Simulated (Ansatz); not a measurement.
CsTi₄S₈ in space group P-3m1 (No. 164; Pearson symbol hP13), plane-wave PAW r²SCAN+D4 (Ansatz code), all energies at zero smearing, with the estimated change up to a 700 eV cutoff added, with one set of potentials and settings (totals compare only within such a set). Cell of 13 atoms (8 S, 4 Ti, 1 Cs): -22972.076 eV.

```
element              reference phase  E (eV/atom)
-------  ---------------------------  -----------
S         P2/c, 32 atoms in the cell    -905.9104
Ti       P6/mmm, 3 atoms in the cell   -2504.4584
Cs        Im-3m, 1 atoms in the cell   -5685.9439
```

Formation energy per atom, worked out: (-22972.076 − 8×(-905.9104) − 4×(-2504.4584) − 1×(-5685.9439))/13 = -1.617 eV/atom (-156 kJ per mol of atoms), at 0 K, without zero-point energy or fitted corrections.

A made-up cell: these elements were put on the sites of a structure type; neither database checked (COD, Materials Project) lists it. Whether it is the stable phase at ambient conditions was not checked. Symmetry was held in the r²SCAN+D4 relaxation; whether a distortion lowers the energy is not shown. The run is not spin-polarised. The references are the lowest solids computed at this level, not always the standard phases. Scalar-relativistic: spin–orbit coupling is off unless named, which matters more the heavier the elements.

Potentials: the later of the program's two PAW sets.
